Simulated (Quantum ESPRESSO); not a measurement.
## Band energies of LiNbF6

```xyz
8
Lattice="2.5573 1.4765 4.5570 -2.5573 1.4765 4.5570 0.0000 -2.9529 4.5570" Properties=species:S:1:pos:R:3 pbc="T T T"
Li     0.0000     0.0000     6.8355
F     -1.5986    -0.2278     7.9978
F      1.5986     0.2278     5.6732
F      0.6020     1.4983     7.9978
F     -0.6020    -1.4983     5.6732
F      0.9966    -1.2705     7.9978
F     -0.9966     1.2705     5.6732
Nb     0.0000     0.0000     0.0000
```

norm-conserving LDA (Quantum ESPRESSO, 84 Ry, without SOC); path ΓLB1,BZΓX,QFP1Z,LP; energies in eV from the valence-band maximum.

| k (1/Å) | point | band 25 | band 26 | band 27 | band 28 | band 29 | band 30 | band 31 | band 32 |
|---|---|---|---|---|---|---|---|---|---|
| 0.00 | Γ | -0.24 | -0.22 | -0.22 | -0.01 | -0.01 | 5.38 | 5.40 | 5.40 |
| 0.25 |  | -0.30 | -0.26 | -0.23 | -0.02 | 0.00 | 5.37 | 5.38 | 5.40 |
| 0.50 |  | -0.34 | -0.27 | -0.18 | -0.10 | -0.04 | 5.32 | 5.36 | 5.43 |
| 0.75 | L | -0.29 | -0.24 | -0.23 | -0.18 | -0.06 | 5.28 | 5.35 | 5.44 |
| 0.94 |  | -0.34 | -0.32 | -0.18 | -0.13 | -0.08 | 5.30 | 5.35 | 5.44 |
| 1.33 | B1 | -0.58 | -0.53 | -0.21 | -0.11 | -0.08 | 5.36 | 5.39 | 5.45 |
| 1.33 | B | -0.58 | -0.53 | -0.21 | -0.11 | -0.08 | 5.36 | 5.39 | 5.45 |
| 1.54 |  | -0.59 | -0.42 | -0.21 | -0.15 | -0.10 | 5.40 | 5.43 | 5.45 |
| 1.76 |  | -0.48 | -0.30 | -0.27 | -0.14 | -0.12 | 5.43 | 5.45 | 5.46 |
| 1.97 | Z | -0.44 | -0.25 | -0.25 | -0.14 | -0.14 | 5.42 | 5.47 | 5.47 |
| 2.43 |  | -0.30 | -0.24 | -0.24 | -0.02 | -0.02 | 5.39 | 5.42 | 5.42 |
| 2.66 | Γ | -0.24 | -0.22 | -0.22 | -0.01 | -0.01 | 5.38 | 5.40 | 5.40 |
| 2.84 |  | -0.29 | -0.26 | -0.24 | -0.01 | 0.00 | 5.38 | 5.38 | 5.40 |
| 3.03 |  | -0.39 | -0.30 | -0.18 | -0.04 | 0.00 | 5.35 | 5.39 | 5.39 |
| 3.21 |  | -0.50 | -0.30 | -0.16 | -0.08 | -0.03 | 5.32 | 5.39 | 5.40 |
| 3.57 | X | -0.52 | -0.32 | -0.18 | -0.15 | -0.06 | 5.34 | 5.37 | 5.45 |
| 3.57 | Q | -0.52 | -0.32 | -0.18 | -0.15 | -0.06 | 5.34 | 5.37 | 5.45 |
| 3.89 | F | -0.32 | -0.30 | -0.28 | -0.26 | -0.03 | 5.36 | 5.38 | 5.48 |
| 3.89 | P1 | -0.56 | -0.33 | -0.23 | -0.18 | -0.07 | 5.37 | 5.41 | 5.46 |
| 4.03 |  | -0.64 | -0.32 | -0.23 | -0.16 | -0.10 | 5.40 | 5.43 | 5.46 |
| 4.31 |  | -0.45 | -0.28 | -0.26 | -0.14 | -0.14 | 5.42 | 5.46 | 5.46 |
| 4.45 | Z | -0.44 | -0.25 | -0.25 | -0.14 | -0.14 | 5.42 | 5.47 | 5.47 |
| 4.45 | L | -0.29 | -0.24 | -0.23 | -0.18 | -0.06 | 5.28 | 5.35 | 5.44 |
| 4.57 |  | -0.34 | -0.25 | -0.23 | -0.17 | -0.06 | 5.29 | 5.36 | 5.44 |
| 4.69 |  | -0.44 | -0.29 | -0.21 | -0.17 | -0.06 | 5.31 | 5.39 | 5.43 |
| 4.94 | P | -0.56 | -0.33 | -0.23 | -0.18 | -0.07 | 5.37 | 5.41 | 5.46 |

The LDA gap is indirect, 5.28 eV, from 20 % of the way from Γ to X to L; the smallest direct gap is 5.34 eV. Another valence extremum on the path lies within 0.02 eV, too close to call.

Spin-orbit splittings are left out.

Geometry of the Materials Project entry, not relaxed at this level.

The structure is a Materials Project entry; no match was found in the copy of COD used, and its stability was not checked.
